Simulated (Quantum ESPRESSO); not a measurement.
Kohn-Sham bands of ScTlTe$_{2}$ (R-3m)

```yaml
crystal:
  lattice:
    - [-2.13690, 3.70122, 0.00000]
    - [-4.27380, 0.00000, 0.00000]
    - [-2.13690, 1.23374, 8.07317]
  atoms:
    - { symbol: Sc, position: [0.00000, 0.00000, 0.00000] }
    - { symbol: Tl, position: [0.50000, 0.50000, 0.50000] }
    - { symbol: Te, position: [0.26552, 0.26552, 0.20344] }
    - { symbol: Te, position: [0.73448, 0.73448, 0.79656] }
```

Materials Project entry mp-13314; symmetrised, unrelaxed at this level. Not found in the COD (Crystallography Open Database) copy used; not checked further. Level: PBEsol, no spin polarisation, no spin-orbit coupling; pw.x of Quantum ESPRESSO at 66 Ry with PseudoDojo potentials, 4×4×4 k-points, Wannier90. Density: 8×8×8 mesh, cold smearing 0.01 Ry. Spin-orbit coupling is left out although heavy elements are present.

### Question
List the Kohn-Sham levels between −8 and 3.0 eV relative to the Fermi level at the high-symmetry points, as a band run of pw.x on that density gives them (levels within 2 meV counted together).

### Answer
```tsv
point	k (reciprocal lattice)	levels (eV)
Γ	0.000 0.000 0.000	-7.18, -2.55, -2.36 (×2), -2.07, -0.87 (×2), 0.55 (×2), 0.93, 2.50 (×2), 2.65
T	0.000 0.000 0.500	-6.60, -4.36, -2.39 (×2), -0.78 (×2), 0.13, 0.54 (×2), 0.84, 2.21 (×2), 2.21
H_2	-0.318 -0.636 0.182	-6.21, -4.26, -3.83, -3.44, -2.84, -2.70, -2.25, 0.57, 0.97, 1.06, 1.34, 1.72, 1.75, 2.96
H_0	-0.364 -0.682 -0.182	-6.21, -4.26, -3.83, -3.44, -2.84, -2.70, -2.25, 0.57, 0.97, 1.06, 1.34, 1.72, 1.75, 2.96
L	0.000 -0.500 0.000	-6.25, -4.81, -3.54, -3.41, -2.49, -2.01, -1.45, 0.12, 0.91, 1.15, 1.28, 1.71, 1.78
S_0	-0.341 -0.682 -0.341	-6.20, -4.14, -4.03, -3.23, -3.16, -2.52, -2.30, 0.61, 0.95, 1.06, 1.34, 1.65, 2.00, 2.72
S_2	-0.341 -0.659 0.000	-6.20, -4.14, -4.03, -3.23, -3.16, -2.52, -2.30, 0.61, 0.95, 1.06, 1.34, 1.65, 2.00, 2.72
F	-0.500 -0.500 0.000	-6.47, -4.41, -3.60, -2.90, -2.37, -2.29, -2.26, 0.17, 0.66, 1.17, 1.24, 2.51, 2.68, 2.73, 2.88
```
